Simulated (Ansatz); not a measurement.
Relaxed Pd (fcc, Cu type):

```
Pd
1.0
    3.94276     0.00000     0.00000
    0.00000     3.94276     0.00000
    0.00000     0.00000     3.94276
Pd
4
Direct
  0.00000   0.00000   0.00000
  0.50000   0.50000   0.00000
  0.50000   0.00000   0.50000
  0.00000   0.50000   0.50000
```

All values below come from PBE (plane waves to 420 eV, PAW, scalar-relativistic; Ansatz, a first-principles code). k mesh 10×10×10 (Γ-centred), Fermi-Dirac smearing 0.05 eV. With partly filled bands, energies and forces of such displacements shift with the k mesh and the smearing. Pd is run without spin polarisation. Pd was relaxed with its symmetry unable to fall.

One atom of the cell was then moved (with its periodic images), all else fixed, and the forces (eV/Å) came out as:

| atom | Fx | Fy | Fz |
|---|---|---|---|
| Pd1 | 0.000 | 0.000 | -0.481 |
| Pd2 | 0.000 | 0.000 | -0.481 |
| Pd3 | 0.000 | 0.000 | 0.004 |
| Pd4 | 0.000 | 0.000 | 0.958 |

### Question
Which atom was moved, and by which vector (Å)?

### Answer
Pd4, by (0.00, 0.00, -0.11), 0.11 Å in all.

(For displaced atoms, the force is minus the slope of the energy, and its curvature is a force constant, which sets phonon frequencies.)
